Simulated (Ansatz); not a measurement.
Values for one crystal, relaxed and computed with the program Ansatz at the PBEsol level (PAW); other levels are named.

| Property | Result |
|---|---|
| Volume per atom | 16.52 Å³ |
| Electronic character | metallic (no gap) |
| Hill bulk and shear moduli | 270 and 136 GPa |
| Poisson's ratio | 0.28 |
| Formation energy from the elements (no fitted shifts) | -0.68 eV/atom |
| Zone-centre stability | unstable, softest mode 81i cm⁻¹ |
| Pressure derivative B′ | 4.6 |

Which of these materials gives this?
A. MnPt, L1₀ or tetragonal B2
B. MnIr, P4/mmm (Mn on 1b, Ir on 1c)
C. IrW, Pmma (Ir on 2f, W on 2e)
D. ZrIr2, cubic Laves (MgCu2 type)

D, ZrIr2, cubic Laves (MgCu2 type)

Space group Fd-3m (cubic Laves (MgCu2 type)). The workflow started from a Materials Project entry (that database holds measured and hypothetical structures alike); the Crystallography Open Database files this formula in space group No. 227, but the cells were not matched. Whether it is the stable phase at ambient conditions was not checked. The PBEsol relaxation kept the symmetry of its start. The run is not spin-polarised. As this level gives no gap, shear constants depend on the k-mesh and smearing (Fermi–Dirac, 0.1 eV here). As this level gives no gap, phonon frequencies hold no LO–TO term and depend on the k-mesh and smearing (Fermi–Dirac, 0.1 eV here). The references are the lowest solids computed at this level, not always the standard phases. Spin–orbit coupling is left out wherever it is not named.

Potentials: the later of the program's two PAW sets.
